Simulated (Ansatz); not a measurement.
HfO₂:
```xyz
6
Lattice="3.5371 0.0000 0.0000 0.0000 3.5371 0.0000 0.0000 0.0000 5.1023" Properties=species:S:1:pos:R:3 pbc="T T T"
Hf     0.0000     0.0000     0.0000
Hf     1.7685     1.7685     2.5512
O      0.0000     1.7685     1.0393
O      0.0000     1.7685     3.5904
O      1.7685     0.0000     1.5119
O      1.7685     0.0000     4.0631
```

Relaxed with LDA.

Give the optical modes at the zone centre with their infrared activity from DFPT, plane-wave PAW LDA (Ansatz code).

Transverse frequencies, without the LO–TO term; a row sums one degenerate level.

```tsv
ω (cm⁻¹)	degeneracy	IR ((D/Å)²/amu)	activity	symmetry
103	2	41.09	IR	Eu
105	2	0.00	IR-inactive	Eg
233	1	0.00	IR-inactive	B1g
293	1	0.00	IR-inactive	A1g
323	1	41.15	IR	A2u
460	2	0.00	IR-inactive	Eg
466	2	68.73	IR	Eu
606	1	0.00	IR-inactive	B1g
670	1	0.00	IR-inactive	B2u
677	2	0.00	IR-inactive	Eg
```

How high does the top mode go among those that the LO–TO term moves?

711 cm⁻¹ for q along x, 711 cm⁻¹ for q along y, 621 cm⁻¹ for q along z.

Space group P4_2/nmc. This is a known high-temperature phase of the composition, computed here at zero pressure and temperature. The LDA relaxation kept the symmetry of its start; phonons on a q-mesh show no instability. No spin polarisation was allowed. Spin–orbit coupling is left out wherever it is not named.

Potentials: the later of the program's two PAW sets.
